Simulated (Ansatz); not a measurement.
Ta2Si in space group P6_3/mmc (No. 194; Si on 2c, Ta on 2a, Ta on 2d) under volume change, the program Ansatz at the PBE level (PAW), shape and atoms relaxed at each volume.

```json
[
 {"V (Å³/atom)": "14.898", "E − E(relaxed) (meV/atom)": "94.6", "P (GPa)": "22.34"},
 {"V (Å³/atom)": "15.389", "E − E(relaxed) (meV/atom)": "39.7", "P (GPa)": "13.67"},
 {"V (Å³/atom)": "15.880", "E − E(relaxed) (meV/atom)": "9.4", "P (GPa)": "6.30"},
 {"V (Å³/atom)": "16.371", "E − E(relaxed) (meV/atom)": "0.0", "P (GPa)": "-0.01"},
 {"V (Å³/atom)": "16.862", "E − E(relaxed) (meV/atom)": "8.6", "P (GPa)": "-5.47"},
 {"V (Å³/atom)": "17.353", "E − E(relaxed) (meV/atom)": "32.7", "P (GPa)": "-10.10"},
 {"V (Å³/atom)": "17.845", "E − E(relaxed) (meV/atom)": "69.8", "P (GPa)": "-14.04"}
]
```

What does a third-order Birch–Murnaghan fit give for V₀, B₀ and B′?

V₀ = 16.37 Å³/atom, B₀ = 195 GPa, B′ = 4.2.

A made-up cell: these elements were put on the sites of a structure type; neither database checked (COD, Materials Project) lists it. Its standing as an ambient phase is unchecked. Symmetry was held in the PBE relaxation; whether a distortion lowers the energy is not shown. No spin polarisation was allowed. Spin–orbit coupling is left out wherever it is not named.

Potentials: the later of the program's two PAW sets.
